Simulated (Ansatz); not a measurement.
Cu3Sn:
```xyz
4
Lattice="0.0000 3.0403 3.0403 3.0403 0.0000 3.0403 3.0403 3.0403 0.0000" Properties=species:S:1:pos:R:3 pbc="T T T"
Cu     3.0403     3.0403     3.0403
Cu     4.5605     4.5605     4.5605
Cu     1.5202     1.5202     1.5202
Sn     0.0000     0.0000     0.0000
```

Relaxed with r²SCAN.

Task: Give the Bader charges and basin volumes of the independent atoms, r²SCAN (plane waves, PAW; program Ansatz).

Result: 

```json
[
 {"atom": "Cu1", "Bader charge (e)": "+0.02", "Bader volume (Å³)": "12.7"},
 {"atom": "Cu2", "Bader charge (e)": "-0.11", "Bader volume (Å³)": "12.8"},
 {"atom": "Sn4", "Bader charge (e)": "+0.19", "Bader volume (Å³)": "18.0"}
]
```

Space group Fm-3m. The workflow started from a Materials Project entry (that database holds measured and hypothetical structures alike); the Crystallography Open Database copy checked does not list it. COD files the formula under space group No. 59, 63. With Cu and Sn taken as one species the cell has the higher symmetry Im-3m, so it may be an ordered model of a mixed-site phase. Whether it is the stable phase at ambient conditions was not checked. Symmetry was held in the r²SCAN relaxation; whether a distortion lowers the energy is not shown. The run is not spin-polarised. Spin–orbit coupling is left out wherever it is not named.

Potentials: the later of the program's two PAW sets.
